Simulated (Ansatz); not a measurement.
A relaxation computed with Ansatz, from input to last step.

```yaml
crystal:
  lattice:
    - [6.3467587082, 0.0, 0.0]
    - [0.0, 6.3467587082, 0.0]
    - [0.0, 0.0, 6.3467587082]
  atoms:
    - { symbol: Al, position: [0.4398103927, 0.9398103927, 0.5601896073] }
    - { symbol: Al, position: [0.9398103927, 0.5601896073, 0.4398103927] }
    - { symbol: Al, position: [0.5601896073, 0.4398103927, 0.9398103927] }
    - { symbol: Al, position: [0.0601896073, 0.0601896073, 0.0601896073] }
    - { symbol: Cu, position: [0.8087586162, 0.3087586162, 0.1912413838] }
    - { symbol: Cu, position: [0.3087586162, 0.1912413838, 0.8087586162] }
    - { symbol: Cu, position: [0.1912413838, 0.8087586162, 0.3087586162] }
    - { symbol: Cu, position: [0.6912413838, 0.6912413838, 0.6912413838] }
    - { symbol: Cu, position: [0.0472190257, 0.8753537097, 0.7008432651] }
    - { symbol: Cu, position: [0.2991567349, 0.5472190257, 0.6246462903] }
    - { symbol: Cu, position: [0.3753537097, 0.7991567349, 0.9527809743] }
    - { symbol: Cu, position: [0.5472190257, 0.6246462903, 0.2991567349] }
    - { symbol: Cu, position: [0.7991567349, 0.9527809743, 0.3753537097] }
    - { symbol: Cu, position: [0.8753537097, 0.7008432651, 0.0472190257] }
    - { symbol: Cu, position: [0.9527809743, 0.3753537097, 0.7991567349] }
    - { symbol: Cu, position: [0.7008432651, 0.0472190257, 0.8753537097] }
    - { symbol: Cu, position: [0.6246462903, 0.2991567349, 0.5472190257] }
    - { symbol: Cu, position: [0.4527809743, 0.1246462903, 0.2008432651] }
    - { symbol: Cu, position: [0.2008432651, 0.4527809743, 0.1246462903] }
    - { symbol: Cu, position: [0.1246462903, 0.2008432651, 0.4527809743] }
basis:
  ecutwfc: 420
kpoints:
  mp_grid: { grid: [6, 6, 6] }
hamiltonian:
  xc: pbesol
scf:
  occupations: { method: gaussian, width: 0.1 }
output:
  forces: true
  stress: true
  eigenvalues: true
relax:
  adjacent_minimum: "off"
  f_tol: 0.01
  max_steps: 30
```

```bash
ansatz run input.yaml --threads 4 --pin off --max-ram 10240MiB --backend cpu --events-out ev --progress --plain --runs-dir out
```

All numbers below come from Ansatz 0.2.0, DFT PBEsol, scalar-relativistic, plane waves, PAW.

The volume is held at 1.06 times that of the relaxed cell.

Of 3 frames 3 are shown, positions in Å and forces in eV/Å; the SCF threshold varies from step to step.

```xyz
20
Lattice="6.3468 0.0000 0.0000 0.0000 6.3468 0.0000 0.0000 0.0000 6.3468" Properties=species:S:1:pos:R:3:forces:R:3 pbc="T T T" step=1 free_energy_over_end_meV_per_atom=0.03
Al    2.7914    5.9648    3.5554   -0.0036   -0.0036    0.0036
Al    5.9648    3.5554    2.7914   -0.0036    0.0036   -0.0036
Al    3.5554    2.7914    5.9648    0.0036   -0.0036   -0.0036
Al    0.3820    0.3820    0.3820    0.0036    0.0036    0.0036
Cu    5.1330    1.9596    1.2138   -0.0054   -0.0054    0.0054
Cu    1.9596    1.2138    5.1330   -0.0054    0.0054   -0.0054
Cu    1.2138    5.1330    1.9596    0.0054   -0.0054   -0.0054
Cu    4.3871    4.3871    4.3871    0.0054    0.0054    0.0054
Cu    0.2997    5.5557    4.4481    0.0068    0.0026   -0.0174
Cu    1.8987    3.4731    3.9645    0.0174    0.0068   -0.0026
Cu    2.3823    5.0721    6.0471    0.0026    0.0174   -0.0068
Cu    3.4731    3.9645    1.8987    0.0068   -0.0026    0.0174
Cu    5.0721    6.0471    2.3823    0.0174   -0.0068    0.0026
Cu    5.5557    4.4481    0.2997    0.0026   -0.0174    0.0068
Cu    6.0471    2.3823    5.0721   -0.0068    0.0026    0.0174
Cu    4.4481    0.2997    5.5557   -0.0174    0.0068    0.0026
Cu    3.9645    1.8987    3.4731   -0.0026    0.0174    0.0068
Cu    2.8737    0.7911    1.2747   -0.0068   -0.0026   -0.0174
Cu    1.2747    2.8737    0.7911   -0.0174   -0.0068   -0.0026
Cu    0.7911    1.2747    2.8737   -0.0026   -0.0174   -0.0068
20
Lattice="6.3468 0.0000 0.0000 0.0000 6.3468 0.0000 0.0000 0.0000 6.3468" Properties=species:S:1:pos:R:3:forces:R:3 pbc="T T T" step=2 free_energy_over_end_meV_per_atom=0.01
Al    2.7916    5.9650    3.5551   -0.0019   -0.0019    0.0019
Al    5.9650    3.5551    2.7916   -0.0019    0.0019   -0.0019
Al    3.5551    2.7916    5.9650    0.0019   -0.0019   -0.0019
Al    0.3818    0.3818    0.3818    0.0019    0.0019    0.0019
Cu    5.1323    1.9589    1.2145   -0.0045   -0.0045    0.0045
Cu    1.9589    1.2145    5.1323   -0.0045    0.0045   -0.0045
Cu    1.2145    5.1323    1.9589    0.0045   -0.0045   -0.0045
Cu    4.3878    4.3878    4.3878    0.0045    0.0045    0.0045
Cu    0.3004    5.5559    4.4470    0.0047    0.0020   -0.0117
Cu    1.8998    3.4737    3.9643    0.0117    0.0047   -0.0020
Cu    2.3825    5.0732    6.0464    0.0020    0.0117   -0.0047
Cu    3.4737    3.9643    1.8998    0.0047   -0.0020    0.0117
Cu    5.0732    6.0464    2.3825    0.0117   -0.0047    0.0020
Cu    5.5559    4.4470    0.3004    0.0020   -0.0117    0.0047
Cu    6.0464    2.3825    5.0732   -0.0047    0.0020    0.0117
Cu    4.4470    0.3004    5.5559   -0.0117    0.0047    0.0020
Cu    3.9643    1.8998    3.4737   -0.0020    0.0117    0.0047
Cu    2.8730    0.7909    1.2736   -0.0047   -0.0020   -0.0117
Cu    1.2736    2.8730    0.7909   -0.0117   -0.0047   -0.0020
Cu    0.7909    1.2736    2.8730   -0.0020   -0.0117   -0.0047
20
Lattice="6.3468 0.0000 0.0000 0.0000 6.3468 0.0000 0.0000 0.0000 6.3468" Properties=species:S:1:pos:R:3:forces:R:3 pbc="T T T" step=3 free_energy_over_end_meV_per_atom=0.00
Al    2.7924    5.9657    3.5544    0.0006    0.0006   -0.0006
Al    5.9657    3.5544    2.7924    0.0006   -0.0006    0.0006
Al    3.5544    2.7924    5.9657   -0.0006    0.0006    0.0006
Al    0.3810    0.3810    0.3810   -0.0006   -0.0006   -0.0006
Cu    5.1302    1.9568    1.2166    0.0000    0.0000    0.0000
Cu    1.9568    1.2166    5.1302    0.0000    0.0000    0.0000
Cu    1.2166    5.1302    1.9568    0.0000    0.0000    0.0000
Cu    4.3900    4.3900    4.3900    0.0000    0.0000    0.0000
Cu    0.3020    5.5565    4.4444    0.0005    0.0004    0.0003
Cu    1.9024    3.4754    3.9636   -0.0003    0.0005   -0.0004
Cu    2.3831    5.0757    6.0447    0.0004   -0.0003   -0.0005
Cu    3.4754    3.9636    1.9024    0.0005   -0.0004   -0.0003
Cu    5.0757    6.0447    2.3831   -0.0003   -0.0005    0.0004
Cu    5.5565    4.4444    0.3020    0.0004    0.0003    0.0005
Cu    6.0447    2.3831    5.0757   -0.0005    0.0004   -0.0003
Cu    4.4444    0.3020    5.5565    0.0003    0.0005    0.0004
Cu    3.9636    1.9024    3.4754   -0.0004   -0.0003    0.0005
Cu    2.8713    0.7903    1.2710   -0.0005   -0.0004    0.0003
Cu    1.2710    2.8713    0.7903    0.0003   -0.0005   -0.0004
Cu    0.7903    1.2710    2.8713   -0.0004    0.0003   -0.0005
```

Time: 40 s on 4 threads of AMD EPYC 9R45 96-Core Processor (Zen 5), with other jobs on the host, peak memory 1.8 GiB.